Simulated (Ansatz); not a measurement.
**What DFT gives for RbBrF4**

```
Br F Rb
1.0
     0.00000    6.43400    0.00000
     6.43400    0.00000    0.00000
     3.21700    3.21700   -5.81958
Br F Rb
2 8 2
Cartesian
  0.0000 3.2170 0.0000
  3.2170 0.0000 0.0000
  4.1757 7.3927 -4.4671
  5.4753 4.1757 -4.4671
  8.6923 5.4753 -4.4671
  7.3927 8.6923 -4.4671
  4.1757 5.4753 -1.3525
  5.4753 2.2583 -1.3525
  2.2583 0.9587 -1.3525
  0.9587 4.1757 -1.3525
  0.0000 0.0000 0.0000
  3.2170 3.2170 0.0000
```

Level: r2SCAN, no spin polarisation; 500 eV; 5×5×5 Γ-centred mesh; fermi-dirac occupations (width 0.0427 eV); Ansatz 0.2.0, fixed geometry.

Formation energy: -1.59 eV an atom against the elements' usual phases (free molecules for gases, crystals otherwise, with no correction for O₂ or N₂), so it is bound against them; other compounds may still compete. Relaxing would lower it.
Forces: The largest is on F3 (and as large on other atoms): 0.21 eV/Å, components (-0.05, -0.05, -0.20). It makes 27° with the line to a nearest neighbour, Br1 at 1.92 Å, pointing towards it.
Band edges: Within 0.7 eV of the edges, the states project mainly on F p (52 %) and Br p (48 %) below the gap and on Br p (56 %) and F p (39 %) above it.
Stress: The pressure is 2.6 GPa (compression positive), so with the atoms held at these fractions the cell would first expand. The principal stresses -1.8, 4.7, 4.7 GPa differ, so its shape would change too.
Electronic structure: The gap is 4.24 eV, direct at the points sampled. A semilocal functional usually gives too small a gap.
Charges: Bader charges in e: Rb +0.91, Br +1.44, F -0.59. In the mean Br gives up most and F takes most.

Origin: a database entry at a rescaled volume. Caveats: the exchange-correlation potential is rough where the density is thin.
